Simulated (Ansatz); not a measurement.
Ru:
```
CELL_PARAMETERS angstrom
      2.69050     0.00000     0.00000
     -1.34525     2.33004     0.00000
      0.00000     0.00000     4.25101
ATOMIC_POSITIONS crystal
  Ru 0.33333 0.66667 0.25000
  Ru 0.66667 0.33333 0.75000
```

Relaxed with PBEsol. Special points in fractions of this cell's reciprocal vectors: Γ (0.000, 0.000, 0.000); M (0.500, 0.000, 0.000); K (0.333, 0.333, 0.000); A (0.000, 0.000, 0.500); L (0.500, 0.000, 0.500); H (0.333, 0.333, 0.500).

Q: List the band energies nearest the Fermi level at these points for the program Ansatz at the PBEsol level (PAW).

A: In eV from the Fermi level; about four levels below and three above (degenerate sets whole), none deeper than 8.9 eV; … stands for higher levels left out; points with the same levels are listed once.

```csv
k,below,above
Γ,-2.00 -2.00 -1.46 -1.46,1.21 1.21 …
M,-3.15 -2.15 -1.89 -1.58,1.45 1.89 1.98
K,-3.92 -2.95 -2.95 -1.13,1.03 1.03 1.49
A,-2.88 -2.88 -2.88 -2.88 -2.81 -2.81,…
L,-4.69 -4.69 -1.12 -1.12,0.42 0.42 1.72 1.72
H,-2.82 -2.82 -1.25 -1.25,1.25 1.25 …
```

Space group P6_3/mmc (hcp (Mg type)). Symmetry was held in the PBEsol relaxation; of distortions, only those at the zone centre were tested. The run is not spin-polarised. Spin–orbit coupling is left out wherever it is not named.

Potentials: the earlier of the program's two PAW sets.
